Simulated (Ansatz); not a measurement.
SiC:
```yaml
crystal:
  lattice:
    - [3.05634, 0.00000, 0.00000]
    - [-1.52817, 2.64687, 0.00000]
    - [0.00000, 0.00000, 5.01605]
  atoms:
    - { symbol: Si, position: [0.33333, 0.66667, 0.49960] }
    - { symbol: Si, position: [0.66667, 0.33333, 0.99960] }
    - { symbol: C, position: [0.33333, 0.66667, 0.87540] }
    - { symbol: C, position: [0.66667, 0.33333, 0.37540] }
```

Relaxed with LDA. Special points in fractions of this cell's reciprocal vectors: Γ (0.000, 0.000, 0.000); M (0.500, 0.000, 0.000); K (0.333, 0.333, 0.000); A (0.000, 0.000, 0.500); L (0.500, 0.000, 0.500); H (0.333, 0.333, 0.500).

Problem. List the band energies nearest the valence-band maximum at these points for LDA (plane waves, PAW; program Ansatz).

Solution. In eV from the valence-band maximum; about four levels below and three above (degenerate sets whole), none deeper than 8.9 eV; points with the same levels are listed once.

```json
[
 {"k": "Γ", "below": "-1.33 -1.33 -0.11 0.00 0.00", "above": "4.92 6.40 6.67 6.67"},
 {"k": "M", "below": "-5.52 -3.37 -3.37 -1.20", "above": "2.72 4.17 6.95"},
 {"k": "K", "below": "-6.25 -6.25 -4.11 -4.11 -3.91", "above": "2.13 8.11 8.84 8.84"},
 {"k": "A", "below": "-0.72 -0.72 -0.72 -0.72", "above": "5.99 5.99 7.36 7.36 7.36 7.36"},
 {"k": "L", "below": "-2.48 -2.48 -2.35 -2.35", "above": "3.26 3.26 5.24 5.24"},
 {"k": "H", "below": "-5.77 -5.77 -1.75 -1.75", "above": "5.11 5.11 5.94 5.94"}
]
```

Space group P6_3mc (wurtzite). The LDA relaxation kept the symmetry of its start.

Potentials: the earlier of the program's two PAW sets. The files were generated under PBE; for other functionals the program regenerates the frozen cores, and for LDA and PBEsol the local potential too.
